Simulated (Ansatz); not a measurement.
Field gradients at the nuclei in Tl2PdC4N4

The cell is a measured structure from the Crystallography Open Database (COD), its atoms then relaxed with PBE in this cell.

```cif
data_Tl2PdC4N4
_symmetry_space_group_name_H-M 'P2_1/c'
_symmetry_Int_Tables_number 14
_cell_length_a 6.2770
_cell_length_b 7.4370
_cell_length_c 10.0447
_cell_angle_alpha 90.000
_cell_angle_beta 112.526
_cell_angle_gamma 90.000
loop_
_atom_site_label
_atom_site_type_symbol
_atom_site_symmetry_multiplicity
_atom_site_Wyckoff_symbol
_atom_site_fract_x
_atom_site_fract_y
_atom_site_fract_z
Tl Tl 4 e 0.3113 0.8516 0.0823
Pd Pd 2 c 0.0000 0.5000 0.0000
C7 C 4 e 0.2691 0.3347 0.0628
C11 C 4 e 0.9934 0.4983 0.8002
N15 N 4 e 0.4265 0.2358 0.1021
N19 N 4 e 0.9892 0.4976 0.6828
```

One atom of each set is listed.

Computed with Ansatz: DFT, r2SCAN, plane waves and PAW, scalar-relativistic, 500 eV cutoff, Γ-centred 6×5×4 k-points, Fermi–Dirac smearing 0.05 eV.

C_Q = eQV_zz/h, which is 24.18 MHz for Q = 1 b and V_zz = 10²¹ V/m²; η = (V_xx − V_yy)/V_zz.

¹⁰⁵Pd: I = 5/2, Q = 660.0 mb; ¹⁴N: I = 1, Q = 20.44 mb. Q values from Pyykkö, Mol. Phys. 116, 1328 (2018).

```csv
site,atoms,first shell,"V_xx, V_yy, V_zz (10²¹ V/m²)",η,C_Q (MHz)
Tl,4,5 N at 2.82–3.08 Å,"-0.13, -2.04, 2.17",0.88,–
Pd,2,4 C at 1.99 Å; also 4 N at 3.16 Å,"-7.07, -7.25, 14.32",0.01,229
C7,4,"1 N at 1.17 Å, 1 Pd at 1.99 Å, angle 179°","2.66, 2.79, -5.45",0.02,–
C11,4,"1 N at 1.17 Å, 1 Pd at 1.99 Å, angle 180°","2.53, 2.79, -5.32",0.05,–
N15,4,"1 C at 1.17 Å; also 3 Tl at 2.94–3.08 Å, 1 Pd at 3.16 Å","3.22, 4.14, -7.36",0.13,-3.64
N19,4,"1 C at 1.17 Å; also 2 Tl at 2.82 Å, 1 Pd at 3.16 Å","2.89, 4.05, -6.94",0.17,-3.43
```

At N15 and N19 V_zz points along its bond to C (within 1°) in each case. At C7 V_zz points along the shorter of its two bonds, to N (within 1°). At C11 V_zz points along the line of its two bonds (within 1°).

Tl, C have no stable isotope with a ground-state quadrupole moment in the table, so no C_Q is given.

The largest force is 0.8 eV/Å, so the atoms aren't at the calculated equilibrium and relaxing them would move these values. Spin–orbit coupling is left out, which shifts gradients on Tl by a few per cent, and by more where contributions nearly cancel. With these PAW files V_zz is typically within 2 to 3 % of all-electron values, but misses above 10 % occur on Pd. The database entry as given showed forces above 3 eV/Å or a pressure above 30 GPa, though relaxing it moves no atom far.

The run took 8.2 min of wall time (16 min of CPU time) and 2.7 GiB at its peak, on 2 threads of Arm Neoverse N1 (aarch64; 36 cores open to the job, memory cap 5.0 GiB, no GPU), a shared host with a load of 0.9 a core.
